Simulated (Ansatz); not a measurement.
According to PBE in the plane-wave PAW code Ansatz, ScPtN2 in the trigonal phase (R-3m; Sc on 3b, Pt on 3a, N on 6c) relaxes to a = 3.263 Å, c = 17.968 Å. Sc has 6 nearest neighbours from 2.19 Å (octahedral); Pt has 2 nearest neighbours from 1.88 Å (linear). Against the elements it lies at -0.21 eV/atom, with no fitted shifts.

Electronic character: metallic (no gap).

An equation-of-state fit gives a bulk modulus of 105 GPa.

The start of the workflow was typed in or built on a structure type; neither database checked (COD, Materials Project) lists it. Its standing as an ambient phase is unchecked. The cell was relaxed with PBE under the symmetry of its start; whether a distortion lowers the energy is not shown. No spin polarisation was allowed. With an odd number of electrons in the cell and no spin polarisation, the count alone makes it a metal. The references are the lowest solids computed at this level, not always the standard phases (solids in place of the gases). Spin–orbit coupling is left out wherever it is not named.

Potentials: the later of the program's two PAW sets.
